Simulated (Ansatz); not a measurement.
AlP (CsCl type, Pm-3m) under volume change, DFT-PBE in the program Ansatz with PAW potentials, scaled uniformly.

| V (Å³/atom) | E − E(relaxed) (meV/atom) | P (GPa) |
|---|---|---|
| 13.807 | 41.6 | 10.59 |
| 14.262 | 17.5 | 6.53 |
| 14.718 | 4.1 | 2.97 |
| 15.173 | 0.0 | 0.01 |
| 15.628 | … | … |
| 16.083 | 13.5 | -4.57 |
| 16.538 | … | … |

Complete the blanks.


- 15.628, E − E(relaxed) (meV/atom): 3.5
- 15.628, P (GPa): -2.43
- 16.538, E − E(relaxed) (meV/atom): 29.2
- 16.538, P (GPa): -6.44

What does a third-order Birch–Murnaghan fit give for V₀, B₀ and B′?

V₀ = 15.18 Å³/atom, B₀ = 90.5 GPa, B′ = 4.4.

A made-up cell: these elements were put on the sites of a structure type; neither database checked (COD, Materials Project) lists it. It is not the phase usual at ambient conditions (space group No. 216). The cell was relaxed with PBE under the symmetry of its start. At this level the phase is mechanically unstable.

Potentials: the later of the program's two PAW sets.
